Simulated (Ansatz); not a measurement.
Total density of states per atom from DFT-PBEsol in the program Ansatz with PAW potentials, in 0.25 eV bins, energy from the Fermi level:

```csv
E (eV),states/eV/atom
-7.85,0.07
-7.60,0.10
-7.35,0.12
-7.10,0.15
-6.85,0.18
-6.60,0.22
-6.35,0.30
-6.10,2.39
-5.85,2.50
-5.60,1.77
-5.35,2.32
-5.10,3.59
-4.85,2.66
-4.60,1.60
-4.35,1.15
-4.10,1.63
-3.85,1.55
-3.60,1.03
-3.35,1.23
-3.10,0.84
-2.85,0.81
-2.60,1.12
-2.35,0.88
-2.10,0.91
-1.85,1.10
-1.60,1.07
-1.35,0.92
-1.10,0.80
-0.85,0.83
-0.60,0.57
-0.35,0.67
-0.10,0.95
0.15,1.20
0.40,1.23
0.65,1.38
0.90,1.71
1.15,1.87
1.40,0.63
1.65,0.71
1.90,0.40
2.15,0.34
2.40,0.27
2.65,0.25
2.90,0.38
3.15,0.37
3.40,0.37
3.65,0.40
3.90,0.42
4.15,0.41
4.40,0.41
4.65,0.40
```

Question: Pick the material that matches.
(A) IrW, L1₀ or tetragonal B2
(B) NbIr, rock salt
(C) Bi, diamond
(D) Ir, diamond

Answer: D, Ir, diamond. Within 0.5 eV of the Fermi level: Ir 5d 84 %, Ir 6s 9 %, outside the projected shells 6 %. Projections are on Löwdin-orthogonalised atomic valence shells; empty p or d shells of many metals are not among them.

Space group Fd-3m (diamond). The start of the workflow was typed in or built on a structure type; neither database checked (COD, Materials Project) lists it. It is not the phase usual at ambient conditions (space group No. 225). Symmetry was held in the PBEsol relaxation; whether a distortion lowers the energy is not shown. No spin polarisation was allowed. Scalar-relativistic: spin–orbit coupling is off unless named, which matters more the heavier the elements.

Potentials: the earlier of the program's two PAW sets. The files were generated under PBE; for other functionals the program regenerates the frozen cores, and for LDA and PBEsol the local potential too.
